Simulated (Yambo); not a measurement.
G0W0@LDA for KTaO3 (cubic perovskite, space group Pm-3m, No. 221) in Yambo. Reference settings: 4×4×4 Γ-centred k mesh, bands 2 to 123 and a 8 Ry block in the screening, 123 bands in G with the Bruneval-Gonze terminator, plasmon pole fitted at 27.2 eV. The LDA gap R → Γ on this mesh is 2.08 eV; G0W0 gaps are taken between the same points.

The settings were changed. The gap went from 3.72 eV to 3.82 eV, and the shift of the valence edge from -0.49 eV to -0.41 eV.

### Question
What was changed between the two runs?
A) 35 bands in W, 35 bands in G, 2 Ry block
B) 2×2×2 mesh
C) 97 bands in W, 97 bands in G, 3 Ry block
D) 35 bands in W, 35 bands in G, 3 Ry block

### Answer
C, 97 bands in W, 97 bands in G, 3 Ry block. The others gave (gap, valence shift): 2×2×2 mesh: 3.60, -0.35 eV; 35 bands in W, 35 bands in G, 2 Ry block: 4.48, -0.52 eV; 35 bands in W, 35 bands in G, 3 Ry block: 4.23, -0.29 eV.

Spin-orbit coupling is not included.

Geometry of the Materials Project entry, not relaxed at this level; primitive cell a = 3.9949 Å, b = 3.9949 Å, c = 3.9949 Å, α = 90.00°, β = 90.00°, γ = 90.00°.

A shift is the quasiparticle energy of the state minus its LDA energy.
